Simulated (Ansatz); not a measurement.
HfC in space group P6_3/mmc (No. 194; Hf on 2d, C on 2c) under volume change, plane-wave PAW PBE (Ansatz code), shape and atoms relaxed at each volume.

```json
[
 {"V (Å³/atom)": "13.567", "E − E(relaxed) (meV/atom)": "80.1", "P (GPa)": "20.66"},
 {"V (Å³/atom)": "14.014", "E − E(relaxed) (meV/atom)": "33.8", "P (GPa)": "12.73"},
 {"V (Å³/atom)": "14.461", "E − E(relaxed) (meV/atom)": "8.0", "P (GPa)": "5.89"},
 {"V (Å³/atom)": "14.909", "E − E(relaxed) (meV/atom)": "0.0", "P (GPa)": "-0.01"},
 {"V (Å³/atom)": "15.356", "E − E(relaxed) (meV/atom)": "7.3", "P (GPa)": "-5.09"},
 {"V (Å³/atom)": "15.803", "E − E(relaxed) (meV/atom)": "27.8", "P (GPa)": "-9.48"}
]
```

Task: What does a third-order Birch–Murnaghan fit give for V₀, B₀ and B′?

Result: V₀ = 14.91 Å³/atom, B₀ = 182 GPa, B′ = 3.9.

The start of the workflow was typed in or built on a structure type; the Crystallography Open Database copy checked does not list it. It is not the phase usual at ambient conditions (space group No. 225). The PBE relaxation kept the symmetry of its start; whether a distortion lowers the energy is not shown. No spin polarisation was allowed. Spin–orbit coupling is left out wherever it is not named.

Potentials: the later of the program's two PAW sets.
